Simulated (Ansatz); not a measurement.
The start is a generated trial cell of MgTe2 in the AFLOW prototype AB2_mC6_12_a_i (C34, as in Te2Au). The structure is fully relaxed (lattice and positions, P = 0) with r2SCAN (plane waves to 500 eV, PAW, scalar-relativistic; Ansatz, an electronic-structure program). First-step values are on the input's coarse k-mesh.

Ansatz input (later rounds restart from its end on a renewed k-mesh):
Ansatz 0.2 input:
```yaml
crystal:
  lattice:
    - [3.7199799, -2.2804217, 0]
    - [3.7199799, 2.2804217, 0]
    - [-0.0036624, 0, 5.2459517]
  atoms:
    - { symbol: Mg, position: [0, 0, 0] }
    - { symbol: Te, position: [0.6879, 0.6879, 0.2889] }
    - { symbol: Te, position: [0.3121, 0.3121, 0.7111] }
basis: { ecutwfc: 500, ecutrho_ratio: 4, xc_grid: 4, fft_grid_basis: typed }
kpoints: { mp_grid: { grid: [6, 6, 5] } }
hamiltonian:
  xc: r2scan
  dispersion: none
  pseudopotentials: { kind: paw }
scf: { occupations: { method: fermi_dirac, width: 0.05 } }
relax: { f_tol: 0.01, max_steps: 100, cell: { stress_tol: 0.02 } }
output: { forces: true, stress: true }
```

```yaml
largest_initial_force: about 0.4 eV/Å, on Te2, Te3 (atoms numbered as listed)
outcome: The space group stays C2/m (No. 12) (the run could not lower it), with 3 atoms in the primitive cell
volume_change: +1.1 %, from 29.67 to 30.01 Å³/atom
band_gap_at_the_end: no gap (metallic)
optimiser_moves: 12
```

Relaxed structure:

Space group C2/m (No. 12); a = 8.2537 Å, b = 4.0861 Å, c = 5.4692 Å, α = γ = 90.00°, β = 102.54°

```tsv
atom	site	symmetry	x	y	z
Mg	2a	2/m	0.0000	0.0000	0.0000
Te	4i	m	0.2600	0.0000	0.7346
```
(The calculation used a cell of 3 atoms; values per cell refer to that cell.)

Final values are on a 13×13×9 k-mesh of the relaxed cell. No spin polarisation in the result.

The run could not lower the symmetry of its start; a shaken copy of this end point relaxes with r2SCAN to P-1 (No. 2) at a tolerance of 0.01 Å, C2/m (No. 12) at 0.1 Å, 0.10 eV/atom lower.

The relaxed structure here is a generated cell of MgTe2: the first start was made by placing the elements on the sites of a structure type, and the end was not matched to a known phase here, so it may be hypothetical.
